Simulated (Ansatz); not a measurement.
# Diamond alloy of Si and Ge (56 of 128 Si sites exchanged), 128 atoms

Ansatz, PAW, plane waves. PBEsol relaxation of volume and atoms (shape held) at the single k point (½, ½, ½); single points on the relaxed atoms at the Γ point alone, onto which points of the small cell's zone fold. Arrangement: clustered. No spin–orbit coupling unless named.

Relaxed structure:

```
Si Ge
1.0
     0.00000   11.06111   11.06111
    11.06111    0.00000   11.06111
    11.06111   11.06111    0.00000
Si Ge
72 56
Direct
  0.99601 0.99767 0.00089
  0.50543 0.99882 0.99849
  0.99650 0.50391 0.00231
  0.99842 0.99992 0.50447
  0.24920 0.25052 0.25160
  0.75196 0.24982 0.24895
  0.99926 0.49925 0.49889
  0.25099 0.24766 0.74694
  0.50275 0.50043 0.49965
  0.75404 0.74887 0.24843
  0.75415 0.24778 0.74892
  0.56372 0.06184 0.06249
  0.05819 0.56398 0.06520
  0.06168 0.06403 0.56256
  0.30910 0.31285 0.31469
  0.81066 0.31325 0.31352
  0.06113 0.56150 0.56054
  0.56673 0.55997 0.55947
  0.81300 0.81218 0.31198
  0.81344 0.31165 0.81172
  0.81345 0.81473 0.81388
  0.49997 0.00306 0.24808
  0.75366 0.24804 0.99835
  0.99937 0.50013 0.25111
  0.99775 0.99951 0.74849
  0.24741 0.25042 0.49972
  0.49825 0.49951 0.25137
  0.75191 0.74982 0.99981
  0.49906 0.00272 0.75180
  0.75380 0.24930 0.49894
  0.75455 0.74781 0.49776
  0.31432 0.31010 0.06644
  0.56471 0.06098 0.30980
  0.80975 0.31276 0.06377
  0.06125 0.56215 0.31310
  0.30994 0.31008 0.56283
  0.81270 0.81289 0.06262
  0.56566 0.05869 0.81375
  0.81408 0.31250 0.56209
  0.81249 0.81152 0.56109
  0.49943 0.24641 0.00190
  0.75028 0.99923 0.24899
  0.99786 0.75023 0.00042
  0.99998 0.25041 0.50023
  0.24715 0.49793 0.25435
  0.75284 0.49876 0.24943
  0.75061 0.00011 0.75040
  0.75348 0.49677 0.74679
  0.31404 0.06558 0.31404
  0.80948 0.06451 0.31075
  0.05702 0.81277 0.06406
  0.06164 0.31306 0.56171
  0.31371 0.55855 0.31164
  0.56733 0.81484 0.06027
  0.31509 0.06475 0.80984
  0.81348 0.56197 0.31251
  0.81236 0.06229 0.81290
  0.05842 0.81513 0.56607
  0.75024 0.99985 0.99983
  0.24768 0.00466 0.49891
  0.75263 0.49744 0.00271
  0.99748 0.74762 0.24910
  0.99747 0.25111 0.74685
  0.75212 0.49893 0.49868
  0.99736 0.75406 0.75065
  0.81164 0.06196 0.06288
  0.06335 0.31444 0.31461
  0.30991 0.06584 0.55959
  0.81217 0.56314 0.06352
  0.81370 0.06339 0.56459
  0.81394 0.56147 0.56100
  0.05715 0.81465 0.81472
  0.50120 0.49860 0.00079
  0.49821 0.00196 0.49689
  0.24992 0.74616 0.25101
  0.24444 0.75265 0.75100
  0.75238 0.75218 0.74862
  0.06001 0.06159 0.06077
  0.56565 0.56077 0.06521
  0.56195 0.06192 0.56494
  0.31246 0.81243 0.31229
  0.31194 0.30993 0.81111
  0.31146 0.81366 0.81220
  0.99670 0.00040 0.25082
  0.25135 0.25112 0.00125
  0.24489 0.75092 0.00216
  0.00089 0.50003 0.74739
  0.24592 0.75138 0.50164
  0.50242 0.49919 0.74683
  0.06032 0.06229 0.31684
  0.31328 0.81236 0.06185
  0.05840 0.06322 0.81249
  0.56493 0.55977 0.31231
  0.05850 0.56648 0.81454
  0.31108 0.81681 0.56104
  0.56697 0.56062 0.81073
  0.99673 0.25161 0.99986
  0.25146 0.00206 0.25206
  0.50319 0.75109 0.00131
  0.25044 0.00411 0.74742
  0.49734 0.25166 0.50086
  0.99884 0.74872 0.50302
  0.24885 0.49957 0.75015
  0.50207 0.74731 0.49948
  0.06047 0.31617 0.06306
  0.56540 0.30822 0.06095
  0.56613 0.31333 0.56119
  0.31205 0.56226 0.81329
  0.56685 0.81170 0.56007
  0.81062 0.56026 0.81417
  0.25066 0.00214 0.99675
  0.99752 0.25313 0.25381
  0.24664 0.49733 0.00386
  0.49794 0.24804 0.25139
  0.75302 0.99982 0.49895
  0.24875 0.49739 0.49880
  0.50298 0.75046 0.24688
  0.50260 0.24565 0.75086
  0.50179 0.75005 0.74960
  0.31720 0.06125 0.06175
  0.31011 0.56074 0.06716
  0.56412 0.31317 0.31093
  0.05960 0.80986 0.31250
  0.06375 0.30975 0.80936
  0.31483 0.56122 0.56078
  0.56614 0.81495 0.30943
  0.56585 0.30877 0.81466
  0.56238 0.81652 0.81206
```

(1) What are the mean bond lengths by pair (pairs within 1.2 times the sum of covalent radii, less contacts 15 % beyond the pair's median; cation–cation pairs of compounds aside; long ionic contacts are cut short by that bound)?

(2) What gap lies between the top filled and the lowest empty level in the single points?

## Answers

(1) Ge–Ge 2.431 ± 0.008 Å (standard deviation, 75 bonds); Ge–Si 2.396 ± 0.009 Å (standard deviation, 74 bonds); Si–Si 2.369 ± 0.011 Å (standard deviation, 107 bonds).

(2) HSE06 with spin–orbit coupling 1.06 eV (21 min on NVIDIA GB200). An indirect band minimum needn't fold onto Γ of this cell; where it doesn't, these gaps are too wide.
